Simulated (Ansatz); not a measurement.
MgH$_{2}$ (rutile), relaxed with r²SCAN (Ansatz, a program for electronic structure, plane waves, PAW): a = b = 4.4849 Å, c = 2.9966 Å, α = β = γ = 90.00°.

| Item | Result |
|---|---|
| gap (eV) | 4.38 |
| B₀ by P(V) fit (GPa) | 51.5 |

Task: The same phase is relaxed and computed with HSE06 in the same code. What are the cell and these values now?

Result: a = 4.4856 Å, b = 4.4856 Å, c = 2.9995 Å, α = 90.00°, β = 90.00°, γ = 90.00°.

gap (eV): 4.83
B₀ by P(V) fit (GPa): 51.1

All cells were relaxed under the symmetry of their starts (and spin orders); stability against distortions was not tested throughout.

Potentials: the later of the program's two PAW sets.

Ansatz is a plane-wave DFT program.
